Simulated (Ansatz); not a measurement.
Crystals of one structure type (zinc blende) and one family of elements, relaxed and computed with plane-wave PAW LDA (Ansatz code).

| crystal | K_Hill (GPa) | G_Hill (GPa) |
|---|---|---|
| CdSe | 58.0 | 16.5 |
| CdS | 68.1 | ? |
| ZnSe | 71.7 | 31.2 |
| ZnS | 86.5 | 37.3 |

Problem. Fit a straight line to ln G against ln K and predict the withheld value.

Solution. Least squares on the 3 shown rows: ln G = 2.06 × ln K + (-5.497), with a scatter of 10 %. For CdS this gives 24.5. The run itself gave 18.6, outside the scatter: the line misses something about this case.

All cells were relaxed under the symmetry of their starts (and spin orders); stability against distortions was not tested throughout. Spin–orbit coupling is left out wherever it is not named.

Potentials: the later of the program's two PAW sets.
